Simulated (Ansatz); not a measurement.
# Two states of K2MnSe2O6

```
K Mn Se O
1.0
     2.89088    5.00387   -0.00120
    -2.88740    5.00186   -0.00123
    -0.00112   -3.33680    6.40521
K Mn Se O
2 1 2 6
Cartesian
  -0.0379 -0.0867 3.6693
  0.0767 6.7510 2.4986
  -0.0080 0.0073 0.2635
  0.0076 3.1531 5.7043
  0.0343 3.3615 0.6078
  1.5075 2.3812 4.7504
  -0.1624 5.0623 4.8923
  -1.5846 2.3976 4.7107
  -1.3798 4.0374 1.4126
  1.2330 4.0666 1.2427
  -0.0903 1.7531 1.2858
```

Single point in Ansatz 0.2.0 with LDA. Cutoff 420 eV, PAW datasets, 4×4×3 (shifted by 0, 0.5, 0.5 steps) k mesh, gaussian filling (width 0.2029 eV).

State A: no moments (no spin polarisation). State B: Mn3 up (collinear spin).

Q: Which state is lower, and how do they differ?

A: State B is lower by 237.5 meV an atom at zero smearing; in free energy at this smearing B lies -227.7 meV an atom from A.

```tsv
state	free energy (meV/atom)	largest moment in a small sphere (μB)	net moment (μB/cell)	gap on mesh (eV)	pressure (GPa)	largest force (eV/Å)
A	227.7	0.00	0.00	metal	-11.7	8.76
B	0.0	3.92	4.99	0.55	-8.7	8.75
```

Origin: a strained cell with displaced atoms, so it need not be a known compound. Caveats: an odd or shifted mesh can miss the band edges, so this level's true gap may be smaller; atoms or cell far from equilibrium; wide smearing; the gap is not wide against the smearing; odd electron count without spin polarisation, so a magnetic state may lie lower; the Fermi level lies in a narrow band between gaps, which spin or distortion may split; the k mesh is coarse if the cell is a metal.
